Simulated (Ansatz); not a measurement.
Nb (fcc (Cu type), Fm-3m) at seven volumes, the program Ansatz at the r²SCAN+D4 level (PAW), scaled uniformly. One row is withheld.

```csv
V (Å³/atom),P (GPa)
16.934,18.74
17.492,11.61
18.051,5.41
18.609,0.00
19.167,?
19.725,-8.91
20.284,-12.54
```

**Question.** Fit the shown pressures and predict the withheld one.

**Answer.** P = (3/2)B₀(x^(7/2) − x^(5/2))[1 + (3/4)(B′ − 4)(x − 1)] with x = (V₀/V)^(2/3). Least squares on the six rows gives V₀ = 18.608 Å³/atom, B₀ = 169 GPa, B′ = 3.47. At V = 19.167, x = 0.9805 and P = -4.75 GPa. The run itself gave -4.75 GPa.

The workflow started from an entry of the Crystallography Open Database (COD), which files this formula under 2 space groups. It is not the phase usual at ambient conditions (space group No. 229). Symmetry was held in the r²SCAN+D4 relaxation. At this level the phase is mechanically unstable. No spin polarisation was allowed. The pairwise dispersion correction was not fitted to metals.

Potentials: the later of the program's two PAW sets.
